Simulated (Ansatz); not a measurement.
Hg:
```cif
data_Hg2
_chemical_formula_sum 'Hg2'
_space_group_name_H-M_alt 'P 1'
_space_group_IT_number 1
_cell_length_a 5.41757
_cell_length_b 5.41757
_cell_length_c 5.41757
_cell_angle_alpha 60.000
_cell_angle_beta 60.000
_cell_angle_gamma 60.000
loop_
_space_group_symop_operation_xyz
  'x, y, z'
loop_
_atom_site_label
_atom_site_type_symbol
_atom_site_fract_x
_atom_site_fract_y
_atom_site_fract_z
_atom_site_occupancy
Hg1 Hg 0.25000 0.25000 0.25000 1
Hg2 Hg 0.00000 0.00000 0.00000 1
```

Relaxed with PBE.

Task: Decompose the optical modes at the zone centre into irreducible representations, and say which are infrared and Raman allowed.

Result: Point group m-3m: Γ_opt = T2g. Infrared: none. Raman: T2g.

Task: Assign frequencies (DFPT, PBE in the plane-wave PAW code Ansatz).

Result: T2g 37 cm⁻¹.

Space group Fd-3m (diamond). A made-up cell: these elements were put on the sites of a structure type; neither database checked (COD, Materials Project) lists it. It is not the usual solid phase (space group No. 166). Symmetry was held in the PBE relaxation; phonons on a q-mesh show weakly imaginary modes. The substance is a gas or liquid at ambient conditions. Spin–orbit coupling is left out wherever it is not named.

Potentials: the later of the program's two PAW sets.
